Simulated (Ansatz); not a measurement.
Notes on Li8Pt6Pb

```
Pb Pt Li
1.0
     6.02545    0.00000    0.00000
    -3.01272    5.21819    0.00000
     0.00000   -3.47879    5.66347
Pb Pt Li
1 6 8
Direct
  0.00000 0.00000 0.00000
  0.39750 0.15400 0.25050
  0.09650 0.49400 0.25050
  0.75650 0.85300 0.25050
  0.60250 0.84600 0.74950
  0.90350 0.50600 0.74950
  0.24350 0.14700 0.74950
  0.35060 0.70120 0.05180
  0.64940 0.29880 0.94820
  0.49290 0.59580 0.35970
  0.76390 0.25680 0.35970
  0.10290 0.86680 0.35970
  0.50710 0.40420 0.64030
  0.23610 0.74320 0.64030
  0.89710 0.13320 0.64030
```

The numbers come from plane-wave PAW DFT (Ansatz): PBE, no spin polarisation, 420 eV, 5×5×5 Γ-centred k points, cold occupations (width 0.1379 eV). Nothing was relaxed.

Q: What does the stress say?

A: The pressure is 57.4 GPa (compression positive), so with the atoms held at these fractions the cell would first expand; the forces are large, so a full relaxation may end otherwise. The principal stresses 49.0, 61.5, 61.5 GPa differ, so its shape would change too.

Q: Where is the largest force?

A: The largest is on Li8 (and as large on other atoms): 1.71 eV/Å, components (0.00, 0.00, -1.71). It makes 119° with the line to a nearest neighbour, Pt2 at 2.29 Å.

Q: What happens at the Fermi level?

A: It is a metal, with about 3.7 states/eV a cell as the mean within 0.25 eV of the Fermi level, mostly Pt s (52 %) and Pt d (31 %).

Q: Which element gives electrons and which takes them?

A: Bader charges in e: Li +0.78 to +0.82, Pt -1.20, Pb +0.92. In the mean Pb gives up most and Pt takes most, against the order of Pauling's electronegativities.

Origin: a known structure type with other elements, at an estimated volume, so it need not be a known compound. Caveats: atoms or cell far from equilibrium.
